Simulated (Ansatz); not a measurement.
Data:

TiH2 (space group I4/mmm)

```
CELL_PARAMETERS angstrom
     -1.58689     1.58689     2.07337
      1.58689    -1.58689     2.07337
      1.58689     1.58689    -2.07337
ATOMIC_POSITIONS crystal
  Ti 0.00000 0.00000 0.00000
  H  0.25000 0.75000 0.50000
  H  0.75000 0.25000 0.50000
```

The volume is varied about the relaxed value V₀ at fixed cell shape. Symmetry pins the atoms to their sites.

Method: PBEsol (plane waves to 420 eV, PAW, scalar-relativistic; Ansatz, a first-principles code). k mesh 20×20×20 (Γ-centred), Fermi-Dirac smearing 0.05 eV. Energies are smeared free energies. Stress and pressure are positive under compression. With the shape held, the modulus is that of even scaling; a crystal free to change shape is softer. This is one of several known forms of TiH2; the measured ambient cells at hand have space group No. 225. TiH2 is run without spin polarisation. TiH2 was relaxed with its symmetry unable to fall. The zero of ΔE is the relaxed starting cell.

The scan covers V/V₀ from 0.840 to 1.160 in 11 points.

### Question
What is the fitted pressure derivative B₀′?

### Answer
3.9.

### Question
What bulk modulus at fixed cell shape B₀ follows from a third-order Birch-Murnaghan fit?

### Answer
152 GPa.

(Under strain, the slope of the energy per volume gives the stress and its curvature an elastic modulus.)
